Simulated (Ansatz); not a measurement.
GaN:
```
GaN
1.0
    5.47050     0.00000     0.00000
    0.00000     5.47050     0.00000
    0.00000     0.00000     3.18330
Ga N
4 4
Cartesian
  1.75383   3.71667   0.00000
  3.71667   1.75383   0.00000
  4.48908   4.48908   1.59165
  0.98142   0.98142   1.59165
  1.73691   1.73691   0.00000
  3.73358   3.73358   0.00000
  0.99833   4.47216   1.59165
  4.47216   0.99833   1.59165
```

Cartesian axes are those of the cell as given.

### Question
Give the high-frequency dielectric tensor and the Born effective charge tensors of the independent atoms from DFPT, plane-wave PAW PBEsol (Ansatz code).

### Answer

ε∞:
```
5.73  0.00  0.00
0.00  5.73  0.00
0.00  0.00  5.70
```
Z* of atom 1 (Ga), rows: field, columns: displacement, in e:
```
 2.65  -0.29   0.00
-0.29   2.65   0.00
 0.00   0.00   2.59
```
Z* of atom 5 (N), rows: field, columns: displacement, in e:
```
-2.65  -0.35   0.00
-0.35  -2.65   0.00
 0.00   0.00  -2.59
```

Space group P4_2/mnm. The start of the workflow was typed in or built on a structure type; neither database checked (COD, Materials Project) lists it. It is not the phase usual at ambient conditions (space group No. 186, 216). The cell was relaxed with PBEsol under the symmetry of its start; its stability against distortions is not shown here. Scalar-relativistic: spin–orbit coupling is off unless named, which matters more the heavier the elements.

Potentials: the earlier of the program's two PAW sets. The files were generated under PBE; for other functionals the program regenerates the frozen cores, and for LDA and PBEsol the local potential too.
